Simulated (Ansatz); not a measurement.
Profile along the Sn–Sn line in Sn (beta-Sn type, space group I4_1/amd)

Sn (beta-Sn type, space group I4_1/amd)

```
Sn
1.0
   -2.94311     2.94311     1.59186
    2.94311    -2.94311     1.59186
    2.94311     2.94311    -1.59186
Sn
2
Direct
  0.75000   0.25000   0.50000
  0.00000   0.00000   0.00000
```

Fields along a shortest Sn–Sn line of a (100) plane (3.05 Å), from Sn to Sn, interpolated on the slice's grid (step about 0.2 Å). Method: r2SCAN (plane waves to 500 eV, PAW, scalar-relativistic; Ansatz, a program for electronic structure). k mesh 17×17×17. Inside the PAW spheres the values are not all-electron values, and peaks at nuclei hang on which shells count as valence. Sn was relaxed with its symmetry unable to fall.

| distance from Sn (Å) | valence electron density (e/Å³) | electron localisation function |
|---|---|---|
| 0.00 | 16.46 | x |
| 0.30 | 10.64 | x |
| 0.61 | 3.17 | 0.14 |
| 0.92 | 0.74 | 0.32 |
| 1.22 | 0.32 | 0.43 |
| 1.52 | 0.25 | 0.58 |
| 1.83 | 0.32 | 0.43 |
| 2.14 | 0.74 | 0.32 |
| 2.44 | 3.17 | 0.14 |
| 2.75 | 10.65 | x |
| 3.05 | 16.65 | x |

x: too close to a nucleus for the ELF to mean much.

Density on the Sn–Sn line (3.05 Å) at its midpoint: 0.25 e/Å³. ELF at that point: 0.58. ELF maximum in the middle third of the Sn–Sn line: 0.58, 1.5 Å from Sn.
